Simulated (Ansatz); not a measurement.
# Deforming Mg

```xyz
2
Lattice="3.1720 0.0000 0.0000 -1.5860 2.7471 0.0000 0.0000 0.0000 5.1412" Properties=species:S:1:pos:R:3 pbc="T T T"
Mg    0.0000    1.8314    1.2853
Mg    1.5860    0.9157    3.8559
```

Atom numbers follow the list: Mg1, Mg2.

The cell is the one relaxed in the Materials Project (mp-153), not relaxed further here; entries there can be hypothetical.

Computed with DFT, r2SCAN, all-electron PAW with datasets made for the crystal, scalar-relativistic in Ansatz 0.2.0.

Sampling and basis: a Γ-centred 15×15×8 k mesh, Fermi–Dirac smearing of 0.08 eV, cutoff 180 eV (chosen by the program for this cell), no spin polarisation.

The unchanged cell is at 0.29 GPa.

In a metal, stresses and small energies carry noise from the k mesh.

x, y and z are the Cartesian axes of the cell as listed; fractional coordinates follow a strain, and an engineering shear is twice the off-diagonal strain component.

(1) One change gave: energy change +13 meV/atom; stress change (xx, yy, zz, yz, xz, xy) 1.21, 1.21, -1.76, 0.00, 0.00, 0.00 GPa, compression positive. Which change was it?
A. atom 1 (Mg) moved by (0.0849, 0.0849, 0.0000) Å
B. z strained by +3 % at fixed volume
C. z strained by +4 % at fixed volume

Results:

(1) C. For z strained by +3 % at fixed volume: energy change +8 meV/atom; stress change (xx, yy, zz, yz, xz, xy) 0.89, 0.89, -1.39, 0.00, 0.00, 0.00 GPa, compression positive. For atom 1 (Mg) moved by (0.0849, 0.0849, 0.0000) Å: energy change +3 meV/atom; stress change (xx, yy, zz, yz, xz, xy) -0.33, 0.30, 0.11, 0.00, 0.00, -0.33 GPa, compression positive; change of the force on Mg1 (-0.057, -0.069, 0.000) eV/Å.
